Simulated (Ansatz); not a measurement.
KI:
Space group Fm-3m (No. 225); a = 7.1823 Å, b = 7.1823 Å, c = 7.1823 Å, α = 90.00°, β = 90.00°, γ = 90.00°

| atom | site | symmetry | x | y | z |
|---|---|---|---|---|---|
| K | 4a | m-3m | 0.0000 | 0.0000 | 0.0000 |
| I | 4b | m-3m | 0.5000 | 0.5000 | 0.5000 |
(The calculation used a cell of 2 atoms; values per cell refer to that cell.)

Relaxed with plane-wave PAW PBE (Ansatz code). Indices refer to the conventional cell of Fm-3m, a = 7.182 Å, b = 7.182 Å, c = 7.182 Å, α = 90.00°, β = 90.00°, γ = 90.00°.

Q: Simulate the powder diffraction pattern (Mo Kα, λ = 0.71073 Å; lines above 1 %) up to 2θ = 45°.

A: Simulated powder pattern, Mo Kα, λ = 0.71073 Å (kinematic, ideal powder, no thermal factors, no anomalous dispersion; the 30 strongest lines at most, above 1 %, up to 2θ = 45°):

```
2θ (°)  d (Å)  I/Imax (%)          hkl
------  -----  ----------  -----------
9.83    4.147          46        (111)
11.36   3.591         100        (200)
16.09   2.539          81        (220)
18.89   2.166          28        (311)
19.74   2.073          31        (222)
22.83   1.796          15        (400)
24.91   1.648          14        (331)
25.57   1.606          43        (420)
28.06   1.466          32        (422)
29.80   1.382          11  (511)+(333)
32.51   1.270          10        (440)
34.04   1.214          11        (531)
34.54   1.197          21  (442)+(600)
36.47   1.136          14        (620)
37.86   1.095         3.9        (533)
38.32   1.083          12        (622)
40.09   1.037         3.4        (444)
41.38   1.006         5.7  (711)+(551)
41.81   0.996         8.7        (640)
43.46   0.960          15        (642)
44.67   0.935         6.5  (731)+(553)
```

Symmetry was held in the PBE relaxation; phonons on a q-mesh show no instability. Spin–orbit coupling is left out wherever it is not named.

Potentials: the later of the program's two PAW sets.
